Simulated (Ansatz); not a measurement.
Sr (bcc (W type), Im-3m) at seven volumes, the program Ansatz at the PBEsol level (PAW), scaled uniformly. One row is withheld.

```json
[
 {"V (Å³/atom)": "46.337", "P (GPa)": "?"},
 {"V (Å³/atom)": "47.864", "P (GPa)": "0.87"},
 {"V (Å³/atom)": "49.392", "P (GPa)": "0.41"},
 {"V (Å³/atom)": "50.919", "P (GPa)": "0.00"},
 {"V (Å³/atom)": "52.447", "P (GPa)": "-0.35"},
 {"V (Å³/atom)": "53.974", "P (GPa)": "-0.66"},
 {"V (Å³/atom)": "55.502", "P (GPa)": "-0.93"}
]
```

**Question.** Fit the shown pressures and predict the withheld one.

**Answer.** Third-order Birch–Murnaghan: P = (3/2)B₀(x^(7/2) − x^(5/2))[1 + (3/4)(B′ − 4)(x − 1)] with x = (V₀/V)^(2/3). Least squares on the six rows gives V₀ = 50.930 Å³/atom, B₀ = 12.59 GPa, B′ = 3.50. At V = 46.337, x = 1.0650 and P = 1.40 GPa. The run itself gave 1.40 GPa.

This is a known high-temperature phase of the composition, computed here at zero pressure and temperature. The cell was relaxed with PBEsol under the symmetry of its start; whether a distortion lowers the energy is not shown.

Potentials: the earlier of the program's two PAW sets. The files were generated under PBE; for other functionals the program regenerates the frozen cores, and for LDA and PBEsol the local potential too.
